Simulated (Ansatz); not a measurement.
**Equation of state of boron, simple cubic**

Level of theory: Ansatz, DFT, r2SCAN, plane waves (500 eV) with PAW, scalar-relativistic. The PAW files were generated under PBE, with cores re-solved for the functional.

The cell is scaled uniformly from the relaxed one, with fractional coordinates and shape fixed. Energies are extrapolated to zero smearing, pressures are those at the given smearing. Magnetic state: spin not included.

| V (Å³/atom) | E − E₀ (meV/atom) | P (GPa) |
| --- | --- | --- |
| 5.889 | 86.0 | 37.79 |
| 6.157 | 35.9 | 22.86 |
| 6.425 | 8.5 | 10.49 |
| 6.692 | 0.0 | 0.24 |
| 6.960 | 7.1 | -8.27 |
| 7.228 | 27.1 | -15.33 |
| 7.495 | 57.9 | -21.19 |

Problem. Fit a third-order Birch-Murnaghan equation.

Solution. V₀ = 6.70 Å³/atom, B₀ = 232 GPa, B₀′ = 3.7.
